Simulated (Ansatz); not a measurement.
## Calculated coordination and ¹⁷O quadrupole coupling for CsCoWO3F3

Cell: a Materials Project structure (computed, not necessarily an observed phase).

```
CELL_PARAMETERS angstrom
5.09041 -5.28279 0.00000
5.09041 5.28279 0.00000
-4.99234 0.00000 5.52999
ATOMIC_POSITIONS crystal
Cs 0.37872 0.62128 0.25000
Cs 0.62128 0.37872 0.75000
Co 0.50000 0.00000 0.00000
Co 0.00000 0.50000 0.50000
W 0.00000 0.00000 0.50000
W 0.00000 0.00000 0.00000
O 0.71292 0.96406 0.90717
O 0.03594 0.28708 0.59283
O 0.94964 0.05036 0.75000
O 0.05036 0.94964 0.25000
O 0.96406 0.71292 0.40717
O 0.28708 0.03594 0.09283
F 0.68221 0.91923 0.26962
F 0.67266 0.32734 0.25000
F 0.91923 0.68221 0.76962
F 0.08077 0.31779 0.23038
F 0.32734 0.67266 0.75000
F 0.31779 0.08077 0.73038
```

Atom numbers follow the list; atoms alike are taken as one site, whose name carries the number of the first.

Level of theory: DFT, PBE, plane waves and PAW, scalar-relativistic, collinear spin, 420 eV cutoff, Γ-centred 4×4×4 k-points, Fermi–Dirac smearing 0.02 eV (Ansatz 0.2.0). Start moments as typed (μB): 0 0 3 -3 0 0 0 0 0 0 0 0 0 0 0 0 0 0 by atom.

Q(¹⁷O) = -25.58 mb.

(1) Rank these O sites by |C_Q|, smallest first.
A. O7: 1 W at 1.85 Å, 1 Co at 1.96 Å, angle 148°
B. O9: 2 W at 1.94 Å, angle 148°

## Answers

(1) A (1.58 MHz, η = 0.83), B (1.88 MHz, η = 0.29).

Like point charges on the first shell alone (each adding as 1/d³) would put O7 above O9: the kind of neighbour, the covalent part of each bond and the atoms beyond the first shell count as well.

The largest force is 0.3 eV/Å, so the atoms aren't at the calculated equilibrium and relaxing them would move these values. Without spin–orbit coupling the gradients at and beside W can be off by some per cent, at some sites by more. With a gap of 0.2 eV on this mesh, the gradients can still move by some per cent as the k-mesh gets denser. The magnetic order is the one that the run reached from its start moments, not necessarily the measured one.
